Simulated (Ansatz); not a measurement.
LaIr$_{5}$ in space group P6/mmm (No. 191; La on 1a, Ir on 3g, Ir on 2c), PBE (plane waves, PAW; program Ansatz), all energies at zero smearing, with the estimated change up to a 700 eV cutoff added, with one set of potentials and settings (totals compare only within such a set). Cell of 6 atoms (1 La, 5 Ir): -65928.267 eV.

| element | reference phase | E (eV/atom) |
|---|---|---|
| La | P6_3/mmc, 4 atoms in the cell | -6250.0953 |
| Ir | Fm-3m, 1 atoms in the cell | -11935.3137 |

Formation energy per atom, worked out: (-65928.267 − 1×(-6250.0953) − 5×(-11935.3137))/6 = -0.267 eV/atom (-26 kJ per mol of atoms), at 0 K, without zero-point energy or fitted corrections.

The workflow started from an entry of the Crystallography Open Database (COD). Whether it is the stable phase at ambient conditions was not checked. Symmetry was held in the PBE relaxation; whether a distortion lowers the energy is not shown. The run is not spin-polarised. The references are the lowest solids computed at this level, not always the standard phases. Scalar-relativistic: spin–orbit coupling is off unless named, which matters more the heavier the elements.

Potentials: the later of the program's two PAW sets.
